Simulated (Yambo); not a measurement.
G0W0@PBEsol for K2CO3 (space group C2/c, No. 15) in Yambo (2×2×2 mesh, 7 Ry block, plasmon pole, screening fixed), without a terminator:

```csv
bands N in G,gap Γ → Γ (eV),shift of the valence edge (eV)
110,6.405,-1.019
180,6.448,-1.256
274,6.550,-1.443
```

Task: Extrapolate both columns to infinite N with E(N) = E∞ + A/N, test the form, and compare with the terminator.

Result: From two points, E∞ = (N2 E2 − N1 E1)/(N2 − N1). The two largest N give 6.75 eV for the gap and -1.80 eV for the shift; the two smallest give 6.52 eV and -1.63 eV. For the gap the slopes A are -12 and -54 eV: the form isn't reached, and its limit is uncertain. For the shift the slopes A are 67 and 98 eV: the form isn't reached, and its limit is uncertain. With the Bruneval-Gonze terminator and 274 bands the run gives 6.68 eV and -1.67 eV, 0.07 eV and 0.13 eV from the extrapolated values: the terminator too is an estimate of the remainder. Block, mesh and the bands in W are held fixed.

Geometry of the Materials Project entry, not relaxed at this level; primitive cell a = b = 5.7423 Å, c = 6.7060 Å, α = β = 95.34°, γ = 121.68°.

A shift is the quasiparticle energy of the state minus its PBEsol energy.
